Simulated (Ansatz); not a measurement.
**Contact densities of Ge against volume**

```
Ge
1.0
     3.99759    0.00000    0.00000
    -1.99879    3.46201    0.00000
     0.00000    0.00000    6.59938
Ge
4
Direct
  0.66667 0.33333 0.06290
  0.33333 0.66667 0.56290
  0.66667 0.33333 0.43710
  0.33333 0.66667 0.93710
```

Atoms are numbered in the order listed.

Structure from Materials Project entry mp-1007760 (possibly hypothetical), not relaxed further.

Theory: Ansatz 0.2.0, DFT, PBEsol, all-electron PAW with datasets made for the crystal, scalar-relativistic.

Sampling and basis: a Γ-centred 11×11×6 k mesh, Fermi–Dirac smearing of 0.05 eV, cutoff 140 eV (chosen by the program for this cell), no spin polarisation.

The contact density is the mean electron density over the nuclear volume; its changes set Mössbauer isomer shifts. Changes below are taken from the unscaled cell, where it is 209917 e/Å³ at Ge1.

Volumes at which the program chose other datasets or cutoffs are left out.

| V/V(cell) | P (GPa) | Δρ(0) Ge1 (e/Å³) |
| --- | --- | --- |
| 0.9900 | 0.6 | -0.45 |
| 1.0000 | -0.1 | 0.00 |
| 1.0100 | -0.7 | ? |
| 1.0200 | -1.3 | ? |
| 1.0400 | -2.5 | ? |
| 1.0600 | -3.5 | 2.54 |

(1) What belongs in the row "1.0200", column "Δρ(0) Ge1 (e/Å³)"?

(2) What belongs in the row "1.0100", column "Δρ(0) Ge1 (e/Å³)"?

(3) Give the missing entry: row "1.0400", column "Δρ(0) Ge1 (e/Å³)".

The datasets are made afresh for each cell, so very small changes are uncertain.

Results:

(1) 0.86.

(2) 0.44.

(3) 1.69.
